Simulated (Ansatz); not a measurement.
GaN (zinc blende)

```yaml
crystal:
  lattice:
    - [0.00000, 2.27440, 2.27440]
    - [2.27440, 0.00000, 2.27440]
    - [2.27440, 2.27440, 0.00000]
  atoms:
    - { symbol: N, position: [0.75000, 0.75000, 0.75000] }
    - { symbol: Ga, position: [0.00000, 0.00000, 0.00000] }
```

E(V) scan at fixed shape, V₀ the volume above. Symmetry pins the atoms to their sites.

These are PBE (plane waves to 420 eV, PAW, scalar-relativistic; Ansatz, a first-principles code) values and carry that method's errors. k mesh 12×12×12 (Γ-centred), Fermi-Dirac smearing 0.05 eV. E stands for the smeared free energy. Stress and pressure are positive under compression. GaN was relaxed with its symmetry unable to fall. The PAW data are Ansatz's earlier set. ΔE is measured from the relaxed starting cell.

| V (Å³/atom) | ΔE (meV/atom) |
|---|---|
| 11.059 | 25.4 |
| 11.236 | 13.9 |
| 11.412 | 6.0 |
| 11.589 | 1.5 |
| 11.765 | 0.0 |
| 11.942 | 1.4 |
| 12.118 | withheld |
| 12.295 | 11.8 |
| 12.471 | 20.4 |

Problem. Fit a third-order Birch-Murnaghan form (E₀, V₀, B₀, B₀′ free) to the given rows and predict ΔE at V = 12.118.

Solution. Least squares on the 8 given rows: ΔE = E₀ + (9V₀B₀/16)·y²·[2 + (B₀′ − 4)y], y = (V₀/V)^(2/3) − 1, with V₀ = 11.766 Å³/atom, B₀ = 171.5 GPa (160.2 GPa = 1 eV/Å³; the term in eV is multiplied by 1000), B₀′ = 4.39, E₀ = 0.02 meV/atom; root-mean-square residual 0.02 meV/atom. At 12.118 the fit gives 5.4 meV/atom; the calculation gives 5.4 meV/atom, the same to the digits shown. For the pressure the fit gives -4.7 GPa against the computed -4.7 GPa.

(Under strain, the slope of the energy per volume gives the stress and its curvature an elastic modulus.)
